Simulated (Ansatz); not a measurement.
**Fe5Pt: stable or not**

The structure comes from a generated guess, relaxed at this level; another structure or a mixture of phases may lie lower.

The calculation used Ansatz, DFT PBE, scalar-relativistic, plane waves, PAW. Plane waves to 420 eV, a 14×14×4 mesh through Γ for the 6-atom cell and 0.10 eV Gaussian smearing; collinear spin.

```cif
data_structure
_symmetry_space_group_name_H-M 'P 1'
_symmetry_Int_Tables_number 1
_cell_length_a 2.8913
_cell_length_b 2.8913
_cell_length_c 8.9840
_cell_angle_alpha 90.000
_cell_angle_beta 90.000
_cell_angle_gamma 90.000
_cell_volume 75.10
loop_
_atom_site_label
_atom_site_type_symbol
_atom_site_fract_x
_atom_site_fract_y
_atom_site_fract_z
_atom_site_occupancy
Fe1 Fe 0.50000 0.50000 0.18796 1
Fe2 Fe 0.00000 0.00000 0.34178 1
Fe3 Fe 0.50000 0.50000 0.50000 1
Fe4 Fe 0.00000 0.00000 0.65822 1
Fe5 Fe 0.50000 0.50000 0.81204 1
Pt1 Pt 0.00000 0.00000 0.00000 1
```

The zero of energy is the elements' standard structures at the same level; no fitted shifts are applied.

**Question.** These tests were run: energy against the elements; phonons at Γ; elastic tensor. What do they show?

**Answer.**

| test | result |
| --- | --- |
| energy against the elements | −0.04 eV/atom |
| phonons at Γ | lowest optical mode 98 cm⁻¹ |
| elastic tensor | least eigenvalue 58 GPa |

It fails none of these tests. Other phases of the system weren't compared here, so this isn't yet thermodynamic stability. Phonons away from Γ weren't computed.

Spin–orbit coupling, which can matter for Pt, is left out. The magnetic state reached may not be the lowest. The run for the phonons used a 14×14×4 k mesh and Gaussian smearing of 0.20 eV. The run for the elastic tensor used a 14×14×4 k mesh and Gaussian smearing of 0.20 eV. The cell carries site moments Fe 2.8 (×2), 2.5 (×3); Pt 0.5 μB.
